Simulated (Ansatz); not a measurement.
The start is a generated cell, ZnS placed in the wurtzite structure type. The structure is fully relaxed (lattice and positions, P = 0) with PBE (plane waves to 420 eV, PAW, scalar-relativistic; Ansatz, a quantum-chemistry and plane-wave program). The first steps use a coarse 7×7×4 k-mesh.

Input geometry:
```
ZnS
1.0
    3.82270     0.00000     0.00000
   -1.91135     3.31056     0.00000
    0.00000     0.00000     6.26070
Zn S
2 2
Direct
  0.66667   0.33333   0.00000
  0.33333   0.66667   0.50000
  0.66667   0.33333   0.62520
  0.33333   0.66667   0.12520
```

### Question
How much energy is released per atom?

### Answer
0.002 eV/atom.

### Question
How do the shortest distances between atoms change?

### Answer
The closest pairs of elements (up to four, under 3.6 Å), start → end: S–Zn 2.34 → 2.36 Å.

### Question
Is the relaxed structure metallic? Give its gap.

### Answer
2.07 eV, direct at Γ (no spin-orbit coupling).

### Question
Write out the relaxed structure.

### Answer

Space group P6₃mc (No. 186); a = b = 3.8450 Å, c = 6.3054 Å, α = β = 90.00°, γ = 120.00°

```
atom  site  symmetry       x       y       z
----  ----  --------  ------  ------  ------
Zn      2b       3m.  0.3333  0.6667  0.4998
S       2b       3m.  0.3333  0.6667  0.1254
```

The space group stays P6₃mc (No. 186) (the run could not lower it); the end is wurtzite type, with 4 atoms in the primitive cell. Final values are on a 10×10×5 k-mesh of the relaxed cell. No spin polarisation in the result.

The run could not lose the symmetry of its start; a randomly shaken copy of 4 atoms returns to this structure.
